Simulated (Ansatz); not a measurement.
Calculation for C (fcc type): DFT, LDA, all-electron LAPW, scalar-relativistic (Ansatz 0.2.0). This run: fcc relaxed under pressure.

The cell comes from a relaxation on PAW files under the same functional, begun from a prototype that needn't be the stable phase.

Command: `ansatz run input.yaml --threads 1 --pin off --max-ram 3584MiB --backend cpu --events-out ev --progress --plain --runs-dir out` It took 18 s on 1 thread of Arm Neoverse V2 (shared host), peak memory 0.36 GiB.

```yaml
crystal:
  lattice:
    - [0.0, 1.2045845243, 1.2045845243]
    - [1.2045845243, 0.0, 1.2045845243]
    - [1.2045845243, 1.2045845243, 0.0]
  atoms:
    - { symbol: C, position: [0.0, 0.0, 0.0] }
kpoints:
  mp_grid: { grid: [28, 28, 28] }
scf:
  occupations: { method: fermi_dirac, width: 0.1 }
hamiltonian:
  xc: lda
  pseudopotentials: { kind: all_electron, lapw: { basis_error: 0.0005 } }
output:
  forces: true
  stress: true
  eigenvalues: true
relax:
  f_tol: 0.005
  max_steps: 12
  cell: { p_target: 390.0, stress_tol: 0.195 }
```

Output:

```
The last accepted step is kept in <dir> (removed where the run ends without a failure and the disk answers)
LAPW: plane waves up to 10.893 Å⁻¹, error target 5.0e-4 eV per atom; small_component_spin mean_spin; C in spheres of 0.826 Å, 6 of its electrons in bands, Dirac shells [] (how accurate: hamiltonian.pseudopotentials.lapw.basis_error, Limitations)
Engine: ansatz 0.2.0
Pseudopotentials: kind: all_electron
Pseudopotential: C, LAPW, valence charge 6, lapw/all_electron/scalar/gaussian/C, Koelling and Harmon's equation, gaussian nucleus
Functional definition: SPW92
  exchange = slater_x
  correlation = pw_c
Crystal: 1 atoms, lattice volume = 3.496 Å³
Basis set: ecut = 452.0638687172676 eV, 65 PW (Γ), exchange–correlation at level 2
Bands: 7, of which v1, the nominal top of the filled ones, is band 3 counted from 1 (2 counted from 0)
Symmetry: 48 space group operations
Space group: Fm-3m (ITA 225), of the structure as read, at distance tolerance 1.5e-5 Å
k-points: 624 of 21952
Non-local potential: C, projectors of the file, none
Initial density: superposition of atomic densities (chi_scale 0.1, normalization cell)
Initial wavefunctions: plane waves of lowest kinetic energy (no species holds an atomic orbital)
Functional: x = slater, c = lda
iter 1 solved again at ethr=3.61e-4 eV; its pass at ethr=1.00e-1 eV (dr2=2.16e-2 eV) is discarded
SCF iter   1: F=—  HF=-1021.900947 eV  |F-HF|=—  |Δ(HF+E_count)|=         —  Δρ=4.08e-2  dr2=2.17e-2  ethr=3.61e-4  ⟨swp⟩=2.7  Hψ=34931  notcnv=0
preconditioner: auto → none  [metal: Δε(μ)=0.029 eV  Ē_g=32.668 eV  σ=0.100 eV  W_gap=0.07  n_scr=0 (ndim 8)  ℏωp=39.7 eV  f_vac=0.000  D(μ)=0.28/eV (n_scr^D=0)]
SCF iter   2: F=—  HF=-1021.889938 eV  |F-HF|=—  |Δ(HF+E_count)|=   1.10e-2  Δρ=1.88e-2  dr2=4.59e-3  ethr=3.61e-4  ⟨swp⟩=2.0  Hψ=11915  notcnv=0
iter 3 solved again at ethr=6.23e-8 eV; its pass at ethr=7.66e-5 eV (dr2=3.74e-6 eV) is discarded
SCF iter   3: F=—  HF=-1021.887470 eV  |F-HF|=—  |Δ(HF+E_count)|=   2.47e-3  Δρ=5.98e-4  dr2=3.73e-6  ethr=6.23e-8  ⟨swp⟩=2.3  Hψ=21087  notcnv=0
SCF iter   4: F=-1021.887469 eV  HF=-1021.887469 eV  |F-HF|=2.81e-9  |Δ(HF+E_count)|=   7.95e-7  Δρ=3.01e-5  dr2=4.72e-9  ethr=6.21e-8  ⟨swp⟩=2.0  Hψ=11907  notcnv=0
SCF 1 converged in 4 iterations: F = -1021.887469 eV  dr2 = 4.72e-9
relax step   1: F+E_penalty+E_count = -1021.88746930 eV  Δ(F+E_penalty+E_count) = +0.000e0 eV  max|allowed force component| = 0.000e0 eV/Å  Δτ_max = 0.0000 Å  P = +390.089 GPa  Ω = 3.496 Å³  (4 SCF iters, accepted)
Initial density: handed on by an earlier stage of this run
Initial wavefunctions: those handed on with the density
iter 1 solved again at ethr=7.87e-11 eV; its pass at ethr=1.00e-1 eV (dr2=4.72e-9 eV) is discarded
SCF iter   1: F=—  HF=-1021.887469 eV  |F-HF|=—  |Δ(HF+E_count)|=         —  Δρ=3.00e-5  dr2=4.68e-9  ethr=7.87e-11  ⟨swp⟩=3.1  Hψ=23559  notcnv=0
preconditioner: auto → none  [metal: Δε(μ)=0.002 eV  Ē_g=32.698 eV  σ=0.100 eV  W_gap=0.00  n_scr=0 (ndim 8)  ℏωp=39.7 eV  f_vac=0.000  D(μ)=0.28/eV (n_scr^D=0)]
SCF iter   2: F=-1021.887469 eV  HF=-1021.887469 eV  |F-HF|=8.74e-10  |Δ(HF+E_count)|=   2.65e-9  Δρ=1.54e-5  dr2=1.26e-9  ethr=7.81e-11  ⟨swp⟩=2.0  Hψ=11907  notcnv=0
SCF 2 converged in 2 iterations: F = -1021.887469 eV  dr2 = 1.26e-9
relax step   2: F+E_penalty+E_count = -1021.88746930 eV  Δ(F+E_penalty+E_count) = -7.373e-10 eV  max|allowed force component| = 0.000e0 eV/Å  Δτ_max = 0.0000 Å  P = +390.088 GPa  Ω = 3.496 Å³  stress off target by 8.80e-2 GPa  SCF on the basis re-selected at this cell (its energy is not comparable with the rows above)  (2 SCF iters)
basis re-selected at this cell: Δ(F+E_penalty+E_count) = -7.373e-10 eV, ΔP = -0.001 GPa vs the last step (what re-selecting the basis moved, after the strain that the cell walked since its last selection, with what the two solves' SCF thresholds leave and, on support functions, any second-order correction that the steps lacked; it is no measure of the basis error at this ecutwfc). This SCF's stress stands 8.80e-2 GPa from its target on what of the cell is left free (relax.cell.stress_tol is 1.95e-1 GPa) and its largest allowed force component is 0.00e0 eV/Å (relax.f_tol is 5.00e-3 eV/Å): within both
SCF converged after 2 iterations
Free energy (F): -1021.887469 eV
Harris-Foulkes:  -1021.887469 eV  (|F-HF|=8.74e-10)
Internal energy: -1021.878861 eV  (E = F + TS)
E sigma→0 (E₀):  -1021.883165 eV
Entropy (-TS):   -0.008608 eV (-8.608 meV/atom)
Fermi energy:    27.831781 eV
--- Per-component energies (eV) ---
  E_band       = -421.395010
  E_kinetic    = 1041.093982
  E_xc         = -143.054377
  E_electrostatic = -1919.918466  (all electrons and nuclei)
  E_smearing   = -0.008608  (= −TS)
  E_closure    = 0.000000  (closes the sum)
  E_atoms      = -1018.810448  (free atoms, spherical and without spin; not in F)
  Σ components = -1021.887469   (vs F -1021.887469, Δ=0.00e0)
  Basis errors (estimates in eV, not in F): energy 1.3e-4 per atom: plane waves 1.3e-4 (6.8e-5 summed), levels above the bands 4.7e-172, relativity 2.5e-9, radial functions 8.7e-7, core shells 0.0e0; eigenvalues (radial functions only) 3.4e-5; not estimated: angular momenta, meshes, grids; target (lapw.basis_error) 5.0e-4; muffin-tin radii C 0.826 Å
--- Forces (eV/Å), atoms counted from 1 ---
  atom   1  C     -0.00000000    -0.00000000    -0.00000000
  max |Σ_I F_I| component: 2.14e-31 eV/Å
--- Stress (GPa, compression-positive) ---
      390.088029      -0.000000      -0.000000
       -0.000000     390.088029       0.000000
       -0.000000       0.000000     390.088029
  P = ⅓ Tr σ = 390.0880 GPa (3900.880 kbar)
--- Band table (eV; the first three rows and the last of 624) ---
  k-point 0: bands = ["-239.7831", "-4.4363", "42.6685", "42.6685", "42.6685", "69.1599", "69.1599"]
  k-point 1: bands = ["-239.7831", "-4.3582", "42.3469", "42.5991", "42.5991", "68.1362", "69.3258"]
  k-point 2: bands = ["-239.7829", "-4.1239", "41.3919", "42.3997", "42.3997", "66.4626", "69.7901"]
  k-point 623: bands = ["-239.7766", "18.0458", "18.0458", "22.6838", "27.6222", "57.0100", "69.0251"]
--- Relaxed structure (1 steps of the walk, 1 accepted, 1 SCFs on fresh bases) ---
  F+E_penalty+E_count = -1021.88746930 eV   max|allowed force component| = 0.000e0 eV/Å   (the final SCF, on the basis selected at the relaxed cell)
  cell:  # Å, volume = 3.4958 Å³
    - [0.0, 1.2045845243, 1.2045845243]
    - [1.2045845243, 0.0, 1.2045845243]
    - [1.2045845243, 1.2045845243, 0.0]
  atoms:
    - { symbol: C, position: [0.0, 0.0, 0.0] }
```

Next run (bcc relaxed under pressure), as changes to the input before:

```diff
   lattice:
-    - [0.0, 1.2045845243, 1.2045845243]
-    - [1.2045845243, 0.0, 1.2045845243]
-    - [1.2045845243, 1.2045845243, 0.0]
+    - [-0.960035108, 0.960035108, 0.960035108]
+    - [0.960035108, -0.960035108, 0.960035108]
+    - [0.960035108, 0.960035108, -0.960035108]
   atoms:
```

Results part of the output:

```
basis re-selected at this cell: Δ(F+E_penalty+E_count) = -9.755e-10 eV, ΔP = -0.001 GPa vs the last step (what re-selecting the basis moved, after the strain that the cell walked since its last selection, with what the two solves' SCF thresholds leave and, on support functions, any second-order correction that the steps lacked; it is no measure of the basis error at this ecutwfc). This SCF's stress stands 5.99e-2 GPa from its target on what of the cell is left free (relax.cell.stress_tol is 1.95e-1 GPa) and its largest allowed force component is 0.00e0 eV/Å (relax.f_tol is 5.00e-3 eV/Å): within both
SCF converged after 2 iterations
Free energy (F): -1022.478895 eV
Harris-Foulkes:  -1022.478895 eV  (|F-HF|=8.02e-10)
Internal energy: -1022.471483 eV  (E = F + TS)
E sigma→0 (E₀):  -1022.475189 eV
Entropy (-TS):   -0.007412 eV (-7.412 meV/atom)
Fermi energy:    26.085447 eV
--- Per-component energies (eV) ---
  E_band       = -422.816364
  E_kinetic    = 1042.009177
  E_xc         = -143.023135
  E_electrostatic = -1921.457525  (all electrons and nuclei)
  E_smearing   = -0.007412  (= −TS)
  E_closure    = 0.000000  (closes the sum)
  E_atoms      = -1018.810448  (free atoms, spherical and without spin; not in F)
  Σ components = -1022.478895   (vs F -1022.478895, Δ=0.00e0)
  Basis errors (estimates in eV, not in F): energy 1.6e-4 per atom: plane waves 1.6e-4 (8.9e-5 summed), levels above the bands 4.2e-166, relativity 3.1e-9, radial functions 1.4e-6, core shells 0.0e0; eigenvalues (radial functions only) 2.6e-5; not estimated: angular momenta, meshes, grids; target (lapw.basis_error) 5.0e-4; muffin-tin radii C 0.806 Å
--- Forces (eV/Å), atoms counted from 1 ---
  atom   1  C     -0.00000000    -0.00000000     0.00000000
  max |Σ_I F_I| component: 9.86e-32 eV/Å
--- Stress (GPa, compression-positive) ---
      390.059900       0.000000      -0.000000
        0.000000     390.059900      -0.000000
       -0.000000      -0.000000     390.059900
  P = ⅓ Tr σ = 390.0599 GPa (3900.599 kbar)
--- Band table (eV; the first three rows and the last of 624) ---
  k-point 0: bands = ["-239.8214", "-4.5014", "42.3494", "42.3494", "42.3494", "71.3649", "71.3649"]
  k-point 1: bands = ["-239.8213", "-4.4192", "42.1166", "42.1674", "42.3073", "70.5607", "70.6467"]
  k-point 2: bands = ["-239.8211", "-4.1727", "41.4109", "41.6514", "42.1822", "68.4083", "68.8055"]
  k-point 623: bands = ["-239.8122", "22.0642", "22.0642", "22.0642", "37.2357", "37.8084", "37.8084"]
--- Relaxed structure (1 steps of the walk, 1 accepted, 1 SCFs on fresh bases) ---
  F+E_penalty+E_count = -1022.47889514 eV   max|allowed force component| = 0.000e0 eV/Å   (the final SCF, on the basis selected at the relaxed cell)
  cell:  # Å, volume = 3.5393 Å³
    - [-0.960035108, 0.960035108, 0.960035108]
    - [0.960035108, -0.960035108, 0.960035108]
    - [0.960035108, 0.960035108, -0.960035108]
  atoms:
    - { symbol: C, position: [0.0, 0.0, 0.0] }
```

Next run (hcp relaxed under pressure), as changes to the input before:

```diff
   lattice:
-    - [-0.960035108, 0.960035108, 0.960035108]
-    - [0.960035108, -0.960035108, 0.960035108]
-    - [0.960035108, 0.960035108, -0.960035108]
+    - [1.4951788505, 0.0, 0.0]
+    - [-0.7475894253, 1.2948628678, 0.0]
+    - [0.0, 0.0, 3.6478357496]
   atoms:
-    - { symbol: C, position: [0.0, 0.0, 0.0] }
+    - { symbol: C, position: [0.3333333333, 0.6666666667, 0.25] }
+    - { symbol: C, position: [0.6666666667, 0.3333333333, 0.75] }
 kpoints:
-  mp_grid: { grid: [28, 28, 28] }
+  mp_grid: { grid: [26, 26, 14] }
 scf:
```

Results part of the output:

```
basis re-selected at this cell: Δ(F+E_penalty+E_count) = +2.553e-9 eV, ΔP = +0.001 GPa vs the last step (what re-selecting the basis moved, after the strain that the cell walked since its last selection, with what the two solves' SCF thresholds leave and, on support functions, any second-order correction that the steps lacked; it is no measure of the basis error at this ecutwfc). This SCF's stress stands 7.35e-2 GPa from its target on what of the cell is left free (relax.cell.stress_tol is 1.95e-1 GPa) and its largest allowed force component is 1.67e-16 eV/Å (relax.f_tol is 5.00e-3 eV/Å): within both
SCF converged after 2 iterations
Free energy (F): -2045.351189 eV
Harris-Foulkes:  -2045.351189 eV  (|F-HF|=1.10e-10)
Internal energy: -2045.341116 eV  (E = F + TS)
E sigma→0 (E₀):  -2045.346152 eV
Entropy (-TS):   -0.010073 eV (-5.036 meV/atom)
Fermi energy:    26.619787 eV
--- Per-component energies (eV) ---
  E_band       = -855.805257
  E_kinetic    = 2084.221317
  E_xc         = -287.608229
  E_electrostatic = -3841.954204  (all electrons and nuclei)
  E_smearing   = -0.010073  (= −TS)
  E_closure    = 0.000000  (closes the sum)
  E_atoms      = -2037.620897  (free atoms, spherical and without spin; not in F)
  Σ components = -2045.351189   (vs F -2045.351189, Δ=0.00e0)
  Basis errors (estimates in eV, not in F): energy 2.7e-4 per atom: plane waves 2.6e-4 (1.6e-4 summed), levels above the bands 1.1e-67, relativity 8.3e-9, radial functions 4.1e-6, core shells 0.0e0; eigenvalues (radial functions only) 1.1e-6; not estimated: angular momenta, meshes, grids; target (lapw.basis_error) 5.0e-4; muffin-tin radii C 0.725 Å
--- Forces (eV/Å), atoms counted from 1 ---
  atom   1  C      0.00000000    -0.00000000     0.00000000
  atom   2  C      0.00000000     0.00000000    -0.00000000
  max |Σ_I F_I| component: 3.70e-17 eV/Å
--- Stress (GPa, compression-positive) ---
      389.926539      -0.000000      -0.000000
       -0.000000     389.926539      -0.000000
       -0.000000      -0.000000     390.020393
  P = ⅓ Tr σ = 389.9578 GPa (3899.578 kbar)
--- Band table (eV; the first three rows and the last of 560) ---
  k-point 0: bands = ["-240.2110", "-240.2106", "-5.0817", "2.5789", "5.7034", "25.0474", "42.1690", "49.3684", "49.3684", "50.0290"]
  k-point 1: bands = ["-240.2110", "-240.2106", "-5.0357", "2.1561", "6.2141", "24.6865", "42.6069", "49.3767", "49.3767", "50.0206"]
  k-point 2: bands = ["-240.2110", "-240.2107", "-4.8977", "1.2942", "7.3392", "23.7007", "43.8225", "49.4009", "49.4009", "49.9960"]
  k-point 559: bands = ["-240.1882", "-240.1882", "15.1605", "15.1605", "17.2254", "17.2254", "29.2249", "29.2249", "32.0860", "32.0860"]
--- Relaxed structure (3 steps of the walk, 3 accepted, 1 SCFs on fresh bases) ---
  F+E_penalty+E_count = -2045.35118867 eV   max|allowed force component| = 1.665e-16 eV/Å   (the final SCF, on the basis selected at the relaxed cell)
  cell:  # Å, volume = 7.0643 Å³
    - [1.4951817545019723, 2.8867625626608522e-11, 0.0]
    - [-0.7475908772759862, 1.2948653826592622, 0.0]
    - [0.0, 0.0, 3.6487808164801527]
  atoms:
    - { symbol: C, position: [0.33333333333333326, 0.6666666666666665, 0.24999999999999997] }
    - { symbol: C, position: [0.6666666666666666, 0.33333333333333326, 0.7499999999999999] }
```

Next run (sc relaxed under pressure), as changes to the input before:

```diff
   lattice:
-    - [1.4951788505, 0.0, 0.0]
-    - [-0.7475894253, 1.2948628678, 0.0]
-    - [0.0, 0.0, 3.6478357496]
+    - [1.5031394341, 0.0, 0.0]
+    - [0.0, 1.5031394341, 0.0]
+    - [0.0, 0.0, 1.5031394341]
   atoms:
-    - { symbol: C, position: [0.3333333333, 0.6666666667, 0.25] }
-    - { symbol: C, position: [0.6666666667, 0.3333333333, 0.75] }
+    - { symbol: C, position: [0.0, 0.0, 0.0] }
 kpoints:
-  mp_grid: { grid: [26, 26, 14] }
+  mp_grid: { grid: [25, 25, 25] }
 scf:
```

Results part of the output:

```
basis re-selected at this cell: Δ(F+E_penalty+E_count) = -2.137e-11 eV, ΔP = -0.002 GPa vs the last step (what re-selecting the basis moved, after the strain that the cell walked since its last selection, with what the two solves' SCF thresholds leave and, on support functions, any second-order correction that the steps lacked; it is no measure of the basis error at this ecutwfc). This SCF's stress stands 4.51e-3 GPa from its target on what of the cell is left free (relax.cell.stress_tol is 1.95e-1 GPa) and its largest allowed force component is 0.00e0 eV/Å (relax.f_tol is 5.00e-3 eV/Å): within both
SCF converged after 2 iterations
Free energy (F): -1024.678776 eV
Harris-Foulkes:  -1024.678776 eV  (|F-HF|=8.06e-10)
Internal energy: -1024.674277 eV  (E = F + TS)
E sigma→0 (E₀):  -1024.676526 eV
Entropy (-TS):   -0.004499 eV (-4.499 meV/atom)
Fermi energy:    27.270734 eV
--- Per-component energies (eV) ---
  E_band       = -421.058134
  E_kinetic    = 1043.115400
  E_xc         = -144.385058
  E_electrostatic = -1923.404619  (all electrons and nuclei)
  E_smearing   = -0.004499  (= −TS)
  E_closure    = 0.000000  (closes the sum)
  E_atoms      = -1018.810448  (free atoms, spherical and without spin; not in F)
  Σ components = -1024.678776   (vs F -1024.678776, Δ=0.00e0)
  Basis errors (estimates in eV, not in F): energy 2.7e-4 per atom: plane waves 2.7e-4 (1.6e-4 summed), levels above the bands 1.8e-97, relativity 7.8e-9, radial functions 3.8e-6, core shells 0.0e0; eigenvalues (radial functions only) 2.4e-5; not estimated: angular momenta, meshes, grids; target (lapw.basis_error) 5.0e-4; muffin-tin radii C 0.729 Å
--- Forces (eV/Å), atoms counted from 1 ---
  atom   1  C     -0.00000000     0.00000000    -0.00000000
  max |Σ_I F_I| component: 9.86e-32 eV/Å
--- Stress (GPa, compression-positive) ---
      389.995492       0.000000       0.000000
        0.000000     389.995492       0.000000
        0.000000       0.000000     389.995492
  P = ⅓ Tr σ = 389.9955 GPa (3899.955 kbar)
--- Band table (eV; the first three rows and the last of 455) ---
  k-point 0: bands = ["-238.2143", "-4.3065", "40.3486", "40.3486", "40.3486", "57.8866", "57.8866"]
  k-point 1: bands = ["-238.2142", "-4.2238", "39.4977", "40.4182", "40.4182", "57.9863", "58.8492"]
  k-point 2: bands = ["-238.2138", "-3.9757", "37.3628", "40.6252", "40.6252", "58.2849", "61.3034"]
  k-point 454: bands = ["-238.1865", "24.4072", "24.6846", "24.6846", "45.7760", "46.2413", "46.2413"]
--- Relaxed structure (3 steps of the walk, 3 accepted, 1 SCFs on fresh bases) ---
  F+E_penalty+E_count = -1024.67877570 eV   max|allowed force component| = 0.000e0 eV/Å   (the final SCF, on the basis selected at the relaxed cell)
  cell:  # Å, volume = 3.3986 Å³
    - [1.5034881817379182, -5.170607817816968e-34, 1.0030885127016853e-36]
    - [-5.170607817816968e-34, 1.5034881817379182, 0.0]
    - [1.0030885127016853e-36, 0.0, 1.5034881817379182]
  atoms:
    - { symbol: C, position: [0.0, 0.0, 0.0] }
```

Next run (single point at the cell that PAW relaxed from the graphite type at 390 GPa), as changes to the input before:

```diff
   lattice:
-    - [1.5031394341, 0.0, 0.0]
-    - [0.0, 1.5031394341, 0.0]
-    - [0.0, 0.0, 1.5031394341]
+    - [2.199502803, 0.0, 0.0]
+    - [-1.0997514015, 1.9048253031, 0.0]
+    - [0.0, 0.0, 3.695201772]
   atoms:
-    - { symbol: C, position: [0.0, 0.0, 0.0] }
+    - { symbol: C, position: [0.0, 0.0, 0.25] }
+    - { symbol: C, position: [0.0, 0.0, 0.75] }
+    - { symbol: C, position: [0.3333333333, 0.6666666667, 0.25] }
+    - { symbol: C, position: [0.6666666667, 0.3333333333, 0.75] }
 kpoints:
-  mp_grid: { grid: [25, 25, 25] }
+  mp_grid: { grid: [17, 17, 6] }
 scf:
   eigenvalues: true
-relax:
-  f_tol: 0.005
-  max_steps: 12
-  cell: { p_target: 390.0, stress_tol: 0.195 }
+  populations: true
```

Results part of the output:

```
SCF 1 converged in 7 iterations: F = -4105.413816 eV  dr2 = 9.97e-10
SCF converged after 7 iterations
Free energy (F): -4105.413816 eV
Harris-Foulkes:  -4105.413816 eV  (|F-HF|=4.64e-10)
Internal energy: -4105.399615 eV  (E = F + TS)
E sigma→0 (E₀):  -4105.406716 eV
Entropy (-TS):   -0.014202 eV (-3.550 meV/atom)
Fermi energy:    21.783776 eV
--- Per-component energies (eV) ---
  E_band       = -1769.492396
  E_kinetic    = 4193.023934
  E_xc         = -579.394320
  E_electrostatic = -7719.029229  (all electrons and nuclei)
  E_smearing   = -0.014202  (= −TS)
  E_closure    = 0.000000  (closes the sum)
  E_atoms      = -4075.241793  (free atoms, spherical and without spin; not in F)
  Σ components = -4105.413816   (vs F -4105.413816, Δ=0.00e0)
  Basis errors (estimates in eV, not in F): energy 3.3e-4 per atom: plane waves 3.2e-4 (2.0e-4 summed), levels above the bands 7.0e-49, relativity 2.6e-8, radial functions 1.0e-5, core shells 0.0e0; eigenvalues (radial functions only) 7.9e-7; not estimated: angular momenta, meshes, grids; target (lapw.basis_error) 5.0e-4; muffin-tin radii C 0.635 Å
--- Forces (eV/Å), atoms counted from 1 ---
  atom   1  C      0.00000000     0.00000000    -0.00000000
  atom   2  C     -0.00000000    -0.00000000     0.00000000
  atom   3  C      0.00000000    -0.00000000     0.00000000
  atom   4  C     -0.00000000     0.00000000    -0.00000000
  max |Σ_I F_I| component: 1.48e-16 eV/Å
--- Stress (GPa, compression-positive) ---
      390.121736      -0.000000      -0.000000
       -0.000000     390.121736      -0.000000
       -0.000000      -0.000000     390.213984
  P = ⅓ Tr σ = 390.1525 GPa (3901.525 kbar)
--- Band table (eV; the first three rows and the last of 132) ---
  k-point 0: bands = ["-241.1980", "-241.1975", "-240.4050", "-240.4049", "-5.6742", "2.0297", "4.1300", "16.7597", "16.7597", "18.0719", "18.0719", "21.6604", "30.0844", "30.0844", "31.9971", "31.9971"]
  k-point 1: bands = ["-241.1980", "-241.1975", "-240.4049", "-240.4049", "-5.4319", "0.2560", "6.3369", "16.8514", "16.8514", "17.9917", "17.9917", "20.2917", "30.0993", "30.0993", "31.7475", "31.7475"]
  k-point 2: bands = ["-241.1979", "-241.1976", "-240.4049", "-240.4049", "-4.7059", "-1.8299", "9.6967", "17.1013", "17.1013", "17.1211", "17.7641", "17.7641", "30.2270", "30.2270", "31.1704", "31.1704"]
  k-point 131: bands = ["-241.1941", "-241.1941", "-240.4085", "-240.4085", "5.2888", "5.2888", "5.7950", "5.7950", "7.1531", "7.1531", "21.0211", "21.0211", "22.0694", "22.0694", "33.9192", "33.9192"]
--- Löwdin populations: 4 sites ---
  site symbol       q [e]
     0      C      5.9226
     1      C      5.9226
     2      C      6.0287
     3      C      6.0287
  spilling = 0.004060 (of n_electrons = 24.000000)
```
